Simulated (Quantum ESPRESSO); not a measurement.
pw.x input (Quantum ESPRESSO 7.5; LDA, PseudoDojo standard norm-conserving files, scalar-relativistic):

```
&CONTROL
  calculation = 'scf'
  pseudo_dir = './pseudo'
  outdir = './out'
  tprnfor = .true.
  tstress = .true.
/
&SYSTEM
  ibrav = 0
  nat = 10
  ntyp = 4
  ecutwfc = 88.0
  ecutrho = 352.0
  occupations = 'smearing'
  smearing = 'fd'
  degauss = 0.002
  nbnd = 48
/
&ELECTRONS
  conv_thr = 1e-09
/
ATOMIC_SPECIES
Li 6.9400 Li.upf
F 18.9984 F.upf
K 39.0983 K.upf
Rh 102.9055 Rh.upf
CELL_PARAMETERS angstrom
  0.000000000000   4.005895000000   4.005895000000
  4.005895000000   0.000000000000   4.005895000000
  4.005895000000   4.005895000000   0.000000000000
ATOMIC_POSITIONS crystal
Li   0.500000000000   0.500000000000   0.500000000000
F   0.751990000000   0.248010000000   0.248010000000
F   0.248010000000   0.751990000000   0.751990000000
F   0.248010000000   0.751990000000   0.248010000000
F   0.751990000000   0.248010000000   0.751990000000
F   0.248010000000   0.248010000000   0.751990000000
F   0.751990000000   0.751990000000   0.248010000000
K   0.750000000000   0.750000000000   0.750000000000
K   0.250000000000   0.250000000000   0.250000000000
Rh   0.000000000000   0.000000000000   0.000000000000
K_POINTS automatic
6 6 6 0 0 0
```

End of the output:

```
     total energy              =    -664.25462369 Ry
     estimated scf accuracy    <       0.00000263 Ry
     total energy              =    -664.25462408 Ry
     estimated scf accuracy    <       0.00000003 Ry
     total energy              =    -664.25462409 Ry
     estimated scf accuracy    <          1.5E-09 Ry
[...]
     the Fermi energy is     6.6571 ev
!    total energy              =    -664.25462409 Ry
     estimated scf accuracy    <          4.9E-11 Ry
     smearing contrib. (-TS)   =      -0.00000000 Ry
     internal energy E=F+TS    =    -664.25462409 Ry
     The total energy is F=E-TS. E is the sum of the following terms:
     one-electron contribution =    -307.50815786 Ry
     hartree contribution      =     192.58301775 Ry
     xc contribution           =    -130.60355393 Ry
     ewald contribution        =    -418.72593005 Ry
     convergence has been achieved in  10 iterations
     Forces acting on atoms (cartesian axes, Ry/au):
     atom    1 type  1   force =     0.00000000    0.00000000    0.00000000
     atom    2 type  2   force =    -0.01484869   -0.00000000    0.00000000
     atom    3 type  2   force =     0.01484869   -0.00000000    0.00000000
     atom    4 type  2   force =    -0.00000000   -0.01484869    0.00000000
     atom    5 type  2   force =    -0.00000000    0.01484869    0.00000000
     atom    6 type  2   force =    -0.00000000    0.00000000   -0.01484869
     atom    7 type  2   force =    -0.00000000    0.00000000    0.01484869
     atom    8 type  3   force =    -0.00000000   -0.00000000   -0.00000000
     atom    9 type  3   force =     0.00000000    0.00000000   -0.00000000
     atom   10 type  4   force =    -0.00000000   -0.00000000    0.00000000
     Total force =     0.036372     Total SCF correction =     0.000028
     Computing stress (Cartesian axis) and pressure
          total   stress  (Ry/bohr**3)                   (kbar)     P=      -53.46
  -0.00036340   0.00000000   0.00000000          -53.46        0.00        0.00
   0.00000000  -0.00036340   0.00000000            0.00      -53.46        0.00
   0.00000000   0.00000000  -0.00036340            0.00        0.00      -53.46
```
In a gapped system the printed Fermi energy is only some level inside the gap.

Spin-orbit coupling is not included.

Geometry of the Materials Project entry, not relaxed at this level.
